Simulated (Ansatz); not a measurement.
Ge:
```cif
data_Ge8
_chemical_formula_sum 'Ge8'
_space_group_name_H-M_alt 'P 1'
_space_group_IT_number 1
_cell_length_a 4.00347
_cell_length_b 4.00347
_cell_length_c 13.14538
_cell_angle_alpha 90.000
_cell_angle_beta 90.000
_cell_angle_gamma 120.000
loop_
_space_group_symop_operation_xyz
  'x, y, z'
loop_
_atom_site_label
_atom_site_type_symbol
_atom_site_fract_x
_atom_site_fract_y
_atom_site_fract_z
_atom_site_occupancy
Ge1 Ge 0.00000 0.00000 0.40681 1
Ge2 Ge 0.00000 0.00000 0.59319 1
Ge3 Ge 0.00000 0.00000 0.90681 1
Ge4 Ge 0.00000 0.00000 0.09319 1
Ge5 Ge 0.33333 0.66667 0.34412 1
Ge6 Ge 0.66667 0.33333 0.65588 1
Ge7 Ge 0.66667 0.33333 0.84412 1
Ge8 Ge 0.33333 0.66667 0.15588 1
```

This is the r²SCAN-relaxed structure.

Problem. All from plane-wave PAW r²SCAN (Ansatz code), unless another level is named. Predict the vibrational entropy at 300 K.

Solution. 31.4 J/(K·mol of atoms).

Problem. And the bulk modulus (Birch–Murnaghan fit)?

Solution. 70.6 GPa.

Problem. Give the highest zone-centre frequency.

Solution. 297 cm⁻¹.

Space group P6_3/mmc. The first step of the workflow began from a Materials Project structure, measured or hypothetical; the Crystallography Open Database copy checked does not list it. It is not the phase usual at ambient conditions (space group No. 227). The r²SCAN relaxation kept the symmetry of its start; phonons on a q-mesh show no instability.

Potentials: the later of the program's two PAW sets.
